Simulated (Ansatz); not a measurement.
## Na₄MgC₆S₆N₆ — coordination and 23Na quadrupole coupling

Cell: an entry of the Crystallography Open Database (COD), its atoms then relaxed with PBE in this cell.

```
CELL_PARAMETERS angstrom
8.63800 0.00000 0.00000
-4.31900 7.48073 0.00000
0.00000 0.00000 13.99300
ATOMIC_POSITIONS crystal
Na 0.00000 0.00000 0.00000
Na 0.00000 0.00000 0.50000
Na 0.33333 0.66667 0.25000
Na 0.66667 0.33333 0.75000
Na 0.66667 0.33333 0.02460
Na 0.66667 0.33333 0.47540
Na 0.33333 0.66667 0.97540
Na 0.33333 0.66667 0.52460
Mg 0.66667 0.33333 0.25000
Mg 0.33333 0.66667 0.75000
C 0.33996 0.34334 0.13542
C 0.65666 0.99662 0.13542
C 0.00338 0.66004 0.13542
C 0.65666 0.66004 0.36458
C 0.00338 0.34334 0.36458
C 0.33996 0.99662 0.36458
C 0.66004 0.65666 0.86458
C 0.34334 0.00338 0.86458
C 0.99662 0.33996 0.86458
C 0.34334 0.33996 0.63542
C 0.99662 0.65666 0.63542
C 0.66004 0.00338 0.63542
S 0.16072 0.35278 0.10783
S 0.64722 0.80795 0.10783
S 0.19205 0.83928 0.10783
S 0.64722 0.83928 0.39217
S 0.19205 0.35278 0.39217
S 0.16072 0.80795 0.39217
S 0.83928 0.64722 0.89217
S 0.35278 0.19205 0.89217
S 0.80795 0.16072 0.89217
S 0.35278 0.16072 0.60783
S 0.80795 0.64722 0.60783
S 0.83928 0.19205 0.60783
N 0.46938 0.33783 0.15675
N 0.66217 0.13155 0.15675
N 0.86845 0.53062 0.15675
N 0.66217 0.53062 0.34325
N 0.86845 0.33783 0.34325
N 0.46938 0.13155 0.34325
N 0.53062 0.66217 0.84325
N 0.33783 0.86845 0.84325
N 0.13155 0.46938 0.84325
N 0.33783 0.46938 0.65675
N 0.13155 0.66217 0.65675
N 0.53062 0.86845 0.65675
```

Sites (sets of like atoms) are named by element and the number of their first atom in this list.

Computed with Ansatz: DFT, PBE, plane waves and PAW, scalar-relativistic, 420 eV cutoff, Γ-centred 4×4×2 k-points, Fermi–Dirac smearing 0.02 eV.

Q(23Na) = 104.0 mb.

Problem. Order the Na environments from the weakest to the strongest quadrupole coupling.
A. Na5: 3 N at 2.53 Å, 3 S at 2.99 Å
B. Na3: 6 S at 3.08 Å
C. Na1: 6 S at 3.04 Å

Solution. C (0.629 MHz, η = 0.00), B (0.701 MHz, η = 0.00), A (1.52 MHz, η = 0.00).

An axis of threefold or higher order runs through Na1, Na3 and Na5, so V_zz lies along it and η is zero. Like point charges on the first shell alone (each adding as 1/d³) would give another order (Na3 < Na1 < Na5): the kind of neighbour, the covalent part of each bond and the atoms beyond the first shell count as well.
